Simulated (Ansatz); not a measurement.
## Y: two-dimensional strain map

These are results of DFT PBEsol, scalar-relativistic, plane waves, PAW (Ansatz 0.2.0), not measurements. Settings: plane waves to 420 eV, k-mesh 18×18×8 (Γ-centred), Gaussian smearing 0.15 eV. No spin polarisation. Energies are free energies at this smearing, counted from the undisturbed cell; pressure is positive in compression.

Reference structure (as given, not relaxed at this level; it stands at -2.3 GPa):

```
Y
1.0
     3.65150    0.00000    0.00000
    -1.82575    3.16229    0.00000
     0.00000    0.00000    5.74740
Y
2
Direct
  0.33333 0.66667 0.25000
  0.66667 0.33333 0.75000
```

The cell is strained by p along both x and y and by q along z, fractional coordinates fixed. Points are written (p, q).

Energy above the undisturbed cell in meV/atom (a dash: not computed):

| p \ q | -0.050 | -0.025 | 0.000 | 0.025 | 0.050 |
| --- | --- | --- | --- | --- | --- |
| -0.050 | 25.2 | 11.0 | 8.0 | 14.6 | 29.7 |
| -0.025 | -5.2 | -12.3 | -8.7 | ? | 25.4 |
| 0.000 | -8.3 | -9.4 | 0.0 | 18.5 | 44.9 |
| 0.025 | ? | 18.0 | 32.2 | 55.4 | 86.2 |
| 0.050 | 58.0 | 67.0 | ? | 112.7 | ? |

Q: Fill in the withheld energies.

A: (-0.025, 0.025): 4.3; (0.025, -0.050): 13.8; (0.050, 0.000): 85.5; (0.050, 0.050): 147.2.